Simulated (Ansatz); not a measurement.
Relaxed-ion elastic tensor of GaCuSe₂ (chalcopyrite, I-42d) in GPa (Voigt order), PBEsol in the plane-wave PAW code Ansatz; density 5.63 g/cm³, 21.47 Å³ per atom.

```csv
,1,2,3,4,5,6
1,97.0,58.1,58.1,0.0,0.0,0.0
2,58.1,97.0,58.1,0.0,0.0,0.0
3,58.1,58.1,96.5,0.0,0.0,0.0
4,0.0,0.0,0.0,42.3,0.0,0.0
5,0.0,0.0,0.0,0.0,42.3,0.0
6,0.0,0.0,0.0,0.0,0.0,42.8
```

Is the crystal mechanically stable?

Yes: the smallest eigenvalue of C is 38.6 GPa.

Work out the Voigt, Reuss and Hill averages.

K_V = 71.0, K_R = 71.0, K_H = 71.0; G_V = 33.2, G_R = 28.7, G_H = 31.0 GPa.

Give Young's modulus, Poisson's ratio, Pugh's ratio and the universal anisotropy index.

E = 9KG/(3K + G) = 81.1 GPa; ν = 0.31; K/G = 2.29 (ductile by the Pugh limit of 1.75); A_U = 5G_V/G_R + K_V/K_R − 6 = 0.78.

Estimate the sound speeds and the Debye temperature.

v_l = √((K + 4G/3)/ρ) = 4470 m/s, v_t = √(G/ρ) = 2350 m/s, mean 2620 m/s; Θ = (h/k)(3n/4πV)^(1/3) v_m = 281 K.

Solve the Christoffel equation for the three sound speeds along x, y, z.

Eigenvalues of C_ijkl n_j n_l equal ρv². In km/s, slowest first: x 2.74, 2.76, 4.15; y 2.74, 2.76, 4.15; z 2.74, 2.74, 4.14.

How much does each axis shrink under pressure?

Linear compressibilities β_i = Σ_j S_ij (j = 1 to 3): x 4.7, y 4.7, z 4.7 per TPa.

The cell was relaxed with PBEsol under the symmetry of its start. No spin polarisation was allowed.

Potentials: the later of the program's two PAW sets.
